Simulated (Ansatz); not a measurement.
## Calculated electric field gradients for TiO2

The cell is a COD entry, ions relaxed with PBE at fixed cell.

```xyz
24
Lattice="5.1450 0.0000 0.0000 0.0000 9.1850 0.0000 0.0000 0.0000 5.4470" Properties=species:S:1:pos:R:3 pbc="T T T"
Ti    0.7132    1.1847    4.9326
Ti    3.2857    3.4078    0.5144
Ti    4.4318    5.7772    3.2379
Ti    1.8593    8.0003    2.2091
Ti    4.4318    8.0003    0.5144
Ti    1.8593    5.7772    4.9326
Ti    0.7132    3.4078    2.2091
Ti    3.2857    1.1847    3.2379
O     2.3904    2.1116    4.8546
O     4.9629    2.4809    0.5924
O     2.7546    6.7041    3.3159
O     0.1821    7.0734    2.1311
O     2.7546    7.0734    0.5924
O     0.1821    6.7041    4.8546
O     2.3904    2.4809    2.1311
O     4.9629    2.1116    3.3159
O     4.1985    0.0898    4.6334
O     1.6260    4.5027    0.8136
O     0.9465    4.6823    3.5371
O     3.5190    9.0952    1.9099
O     0.9465    9.0952    0.8136
O     3.5190    4.6823    4.6334
O     4.1985    4.5027    1.9099
O     1.6260    0.0898    3.5371
```

Sites (sets of like atoms) are named by element and the number of their first atom in this list.

Computed with Ansatz: DFT, r2SCAN, plane waves and PAW, scalar-relativistic, 500 eV cutoff, Γ-centred 5×3×5 k-points, Fermi–Dirac smearing 0.02 eV.

C_Q = eQV_zz/h, which is 24.18 MHz for Q = 1 b and V_zz = 10²¹ V/m²; η = (V_xx − V_yy)/V_zz. Directions are in the Cartesian axes of the cell vectors above, for the atom listed; none is given where the gradient is under 0.02 or η is above 0.95.

Problem. Give the quadrupolar parameters of the distinct sites.

Solution. 

```tsv
site	first atom	first shell	V_zz (10²¹ V/m²)	η	direction of V_zz (x, y, z)
Ti	1	6 O at 1.86–2.07 Å	1.93	0.85	0.55 0.19 0.82
O9	9	3 Ti at 1.92–2.07 Å	-2.55	0.76	-0.14 0.78 -0.61
O17	17	3 Ti at 1.86–2.01 Å	2.13	0.96	–
```

Where η is near 1 the sign of V_zz means little.

The run took 30 s of wall time (1.9 min of CPU time) and 1.8 GiB at its peak, on 4 threads of Arm Neoverse V2 (aarch64; 8 cores open to the job, memory cap 8.0 GiB, no GPU), a shared host with a load of 1.1 a core.
